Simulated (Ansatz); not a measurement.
AlRu:
```cif
data_Al2Ru2
_chemical_formula_sum 'Al2 Ru2'
_space_group_name_H-M_alt 'P 1'
_space_group_IT_number 1
_cell_length_a 4.77857
_cell_length_b 4.77857
_cell_length_c 4.08188
_cell_angle_alpha 90.000
_cell_angle_beta 90.000
_cell_angle_gamma 143.685
loop_
_space_group_symop_operation_xyz
  'x, y, z'
loop_
_atom_site_label
_atom_site_type_symbol
_atom_site_fract_x
_atom_site_fract_y
_atom_site_fract_z
_atom_site_occupancy
Al1 Al 0.59241 0.40759 0.25000 1
Ru1 Ru 0.86426 0.13574 0.25000 1
Al2 Al 0.40759 0.59241 0.75000 1
Ru2 Ru 0.13574 0.86426 0.75000 1
```

Relaxed with r²SCAN.

### Question
Tabulate the valence density and the electron localisation function along the shortest Ru–Ru contact (2.98 Å), the program Ansatz at the r²SCAN level (PAW).

### Answer


| distance from Ru (Å) | density (e/Å³) | ELF |
|---|---|---|
| 0.30 | 9.02 | 0.49 |
| 0.45 | 7.04 | 0.62 |
| 0.60 | 4.50 | 0.61 |
| 0.74 | 2.33 | 0.47 |
| 0.89 | 1.03 | 0.28 |
| 1.04 | 0.53 | 0.18 |
| 1.19 | 0.35 | 0.21 |
| 1.34 | 0.29 | 0.30 |
| 1.49 | 0.28 | 0.36 |
| 1.64 | 0.29 | 0.30 |
| 1.79 | 0.35 | 0.21 |
| 1.94 | 0.53 | 0.18 |
| 2.08 | 1.03 | 0.28 |
| 2.23 | 2.33 | 0.47 |
| 2.38 | 4.50 | 0.61 |
| 2.53 | 7.04 | 0.62 |
| 2.68 | 9.02 | 0.49 |

The density is the valence pseudo-density with augmentation charge, so density and ELF within about 1 Å of a nucleus are not all-electron values.

Space group Cmcm. The start of the workflow was typed in or built on a structure type; neither database checked (COD, Materials Project) lists it. COD files the formula under space group No. 221, so this cell is another polymorph or a model. Whether it is the stable phase at ambient conditions was not checked. Symmetry was held in the r²SCAN relaxation; whether a distortion lowers the energy is not shown. The run is not spin-polarised.

Potentials: the later of the program's two PAW sets.
